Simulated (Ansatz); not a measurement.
Values for one crystal, relaxed and computed with r²SCAN in the plane-wave PAW code Ansatz; other levels are named.

```yaml
volume_per_atom: 10.51 Å³
band_gap: 8.26 eV (indirect)
smallest_direct_gap_on_the_standard_path: 8.47 eV
conduction_band_minimum: at Γ
valence_band_maximum: at M
Formation energy from the elements (no fitted shifts): -2.45 eV/atom
```

Which of these materials gives this?
(A) BiB, zinc blende
(B) BiClO, P4/nmm (Bi on 2c, Cl on 2c, O on 2a)
(C) BPO4, I-4 (B on 2d, P on 2a, O on 8g)
(D) SiO2, R-3m (Si on 3a, O on 6c)

C, BPO4, I-4 (B on 2d, P on 2a, O on 8g)

The workflow started from a Materials Project entry (that database holds measured and hypothetical structures alike); the Crystallography Open Database files this formula in space group No. 82, but the cells were not matched. Its standing as an ambient phase is unchecked. Symmetry was held in the r²SCAN relaxation; whether a distortion lowers the energy is not shown. The references are the lowest solids computed at this level, not always the standard phases (solids in place of the gases).

Potentials: the later of the program's two PAW sets.
